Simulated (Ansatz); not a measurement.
A crystal relaxed with r2SCAN in the PAW code Ansatz has space group P-4m2 (No. 115) and a = 3.927 Å, c = 11.177 Å.

```json
{"atom": "Ga", "site": "2e", "x": "0.0000", "y": "0.0000", "z": "0.7600"}
{"atom": "P", "site": "2g", "x": "0.0000", "y": "0.5000", "z": "0.8801"}
{"atom": "Ga", "site": "1b", "x": "0.5000", "y": "0.5000", "z": "0.0000"}
{"atom": "P", "site": "2g", "x": "0.0000", "y": "0.5000", "z": "0.3587"}
{"atom": "Xx", "site": "1c", "x": "0.5000", "y": "0.5000", "z": "0.5000"}
```

r2SCAN gives an indirect gap of 1.73 eV, from Γ to X; the least direct gap is 1.77 eV at Γ. With HSE06 the valence top lies at Γ and the conduction bottom at X, 2.20 eV higher; the smallest vertical gap, at Γ, is 2.21 eV. Least and direct gap differ so little that the kind isn't settled. The lowest empty level at Γ lies only 14 meV higher, so the place of the conduction bottom isn't settled. The PBE gap is direct at Γ: 1.31 eV. Meshes: r2SCAN 6×6×2, HSE06 4×4×2, PBE 6×6×2.

Task: Which element is Xx?
A. Al
B. In
C. B
D. Tl

Result: B. Xx is In: an ordered 8-atom cell of InGa3P4 on the zincblende lattice (P-4m2). Around Ga lie 4 P at 2.37–2.38 Å; around P lie 4 Ga at 2.38 Å; around Ga lie 4 P at 2.38 Å; around P lie 2 Ga at 2.37 Å and 2 In at 2.52 Å; around In lie 4 P at 2.52 Å.

The calculation is spin-unpolarised, and the structure need not be a phase that has been made.

Spin-orbit coupling is left out, which matters wherever the heavy atoms make up the band edges.

The meshes of the hybrids are coarse, so their gaps aren't converged to the digits shown.
